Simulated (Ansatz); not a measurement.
# Calculated ⁴⁹Ti nuclear quadrupole resonance for CaTi4O9

Cell: a computed structure from the Materials Project (it need not be an observed phase), atoms as given.

```cif
data_CaTi4O9
_symmetry_space_group_name_H-M 'P4/n:1'
_symmetry_Int_Tables_number 85
_cell_length_a 8.5211
_cell_length_b 8.5211
_cell_length_c 5.2312
_cell_angle_alpha 90.000
_cell_angle_beta 90.000
_cell_angle_gamma 90.000
loop_
_atom_site_label
_atom_site_type_symbol
_atom_site_symmetry_multiplicity
_atom_site_Wyckoff_symbol
_atom_site_fract_x
_atom_site_fract_y
_atom_site_fract_z
Ca Ca 2 c 0.0000 0.5000 0.1335
Ti Ti 8 g 0.0899 0.7829 0.6198
O11 O 2 b 0.0000 0.0000 0.5000
O13 O 8 g 0.7405 0.9305 0.0696
O21 O 8 g 0.1061 0.2939 0.4635
```

One atom of each set is listed.

The numbers come from a DFT calculation in Ansatz (PBE, plane waves and PAW, scalar-relativistic, 420 eV cutoff, Γ-centred 3×3×5 k-points, Fermi–Dirac smearing 0.02 eV).

⁴⁹Ti: I = 7/2, Q = 247.0 mb (year-2017 value). Static lattice, zero field.

(1) Predict the zero-field ⁴⁹Ti lines of each site.

(2) And for ⁴⁷Ti (I = 5/2, Q = 302.0 mb) on Ti?

Answers

(1) For I = 7/2 and η = 0 the lines are |C_Q|/14 times 1, 2 and 3; η shifts the lowest up most. At large η the states mix, and weaker lines appear at sums of the main ones; lines under 5 % of the strongest are left out.

```json
{"site": "Ti", "atoms": "8", "V_zz (10²¹ V/m²)": "-4.13", "C_Q (MHz)": "-24.6", "η": "0.78", "line frequencies (MHz)": "3.21, 3.94, 4.94, 7.15"}
```

(2) C_Q scales with Q to -30.1 MHz, with lines at 6.87, 8.26, 15.1 MHz.

The largest force is 0.3 eV/Å, so the atoms aren't at the calculated equilibrium and relaxing them would move these values.

The run took 49 s of wall time (49 s of CPU time) and 0.93 GiB at its peak, on 1 thread of Intel Xeon Platinum 8259CL CPU @ 2.50GHz (Skylake/Cascade Lake) (x86_64; 16 cores open to the job, memory cap 2.5 GiB, no GPU), a shared host with a load of 0.2 a core.
